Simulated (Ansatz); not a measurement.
Input:

AlP:
```cif
data_Al2P2
_chemical_formula_sum 'Al2 P2'
_space_group_name_H-M_alt 'P63mc'
_space_group_IT_number 186
_space_group_name_Hall 'P 6c -2c'
_cell_length_a 3.83470
_cell_length_b 3.83470
_cell_length_c 6.29920
_cell_angle_alpha 90.000
_cell_angle_beta 90.000
_cell_angle_gamma 120.000
loop_
_atom_site_label
_atom_site_type_symbol
_atom_site_symmetry_multiplicity
_atom_site_Wyckoff_symbol
_atom_site_fract_x
_atom_site_fract_y
_atom_site_fract_z
_atom_site_occupancy
Al1 Al 2 b 0.33333 0.66667 0.00015 1
P1 P 2 b 0.33333 0.66667 0.37485 1
```

This is the LDA-relaxed structure.

### Question
All from LDA (plane waves, PAW; program Ansatz), unless another level is named. Predict the electron effective mass.

### Answer
0.13, 1.0, 1.0 mₑ (principal values).

### Question
Next, the formation energy from the elements (no fitted shifts)?

### Answer
-0.60 eV/atom.

### Question
Next, the band gap?

### Answer
1.79 eV (indirect).

### Question
Predict the valence-band maximum.

### Answer
at Γ.

### Question
What about the weight of the valence-edge state by species (Voronoi cells)?

### Answer
P 79 %, Al 21 %.

Space group P6_3mc (wurtzite). The workflow started from a Materials Project entry (that database holds measured and hypothetical structures alike); the Crystallography Open Database copy checked does not list it. It is not the phase usual at ambient conditions (space group No. 216). The LDA relaxation kept the symmetry of its start; phonons on a q-mesh show no instability. The references are the lowest solids computed at this level, not always the standard phases.

Potentials: the later of the program's two PAW sets.
